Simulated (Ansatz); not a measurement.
Input:

BeNi:
```cif
data_BeNi
_chemical_formula_sum 'Be1 Ni1'
_space_group_name_H-M_alt 'P 1'
_space_group_IT_number 1
_cell_length_a 2.58823
_cell_length_b 2.58823
_cell_length_c 2.58823
_cell_angle_alpha 90.000
_cell_angle_beta 90.000
_cell_angle_gamma 90.000
loop_
_space_group_symop_operation_xyz
  'x, y, z'
loop_
_atom_site_label
_atom_site_type_symbol
_atom_site_fract_x
_atom_site_fract_y
_atom_site_fract_z
_atom_site_occupancy
Be1 Be 0.00000 0.00000 0.00000 1
Ni1 Ni 0.50000 0.50000 0.50000 1
```

This is the r²SCAN-relaxed structure.

Task: All from DFT-r²SCAN in the program Ansatz with PAW potentials, unless another level is named. Give the formation energy from the elements (no fitted shifts).

Result: -0.46 eV/atom.

Task: Next, the density of states at the Fermi level?

Result: 0.52 states/eV per atom (mean over ±0.08 eV).

Space group Pm-3m (CsCl type). The first step of the workflow began from a Materials Project structure, measured or hypothetical; the Crystallography Open Database copy checked does not list it. With Be and Ni taken as one species the cell has the higher symmetry Im-3m, so it may be an ordered model of a mixed-site phase. Its standing as an ambient phase is unchecked. Symmetry was held in the r²SCAN relaxation; its stability against distortions is not shown here. The run is not spin-polarised. The references are the lowest solids computed at this level, not always the standard phases.

Potentials: the later of the program's two PAW sets.
